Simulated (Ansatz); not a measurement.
## Find the missing element

Cell vectors (Å):

```
3.0807 0.0000 0.0000
0.0000 3.0807 0.0000
0.0000 0.0000 3.0807
```

```csv
atom,a,b,c
Ti,0.5000,0.5000,0.5000
X,0.0000,0.0000,0.0000
```

Level of theory: r²SCAN, PAW on Ansatz 0.2.0's default frozen-core files (fitted under PBE), scalar-relativistic. k mesh 14×14×14, strains of ±0.008, Fermi-Dirac smearing of 0.100 eV.

Elastic constants of a crystal by Kohn-Sham DFT: slopes of the stress over finite engineering strains of the given cell, Voigt indices, Cartesian axes as in the cell vectors.

```
index  elastic (GPa)
   11          501.6
   12          143.7
   44          126.7
```

Problem. All X atoms are one element. Which one was computed?

Solution. Os; the crystal is TiOs (Pm-3m).

Known limits: frozen-core PAW files fitted under PBE, their cores solved anew for the functional of the run; responses of metals move with mesh and smearing; no spin-orbit coupling on heavy atoms.
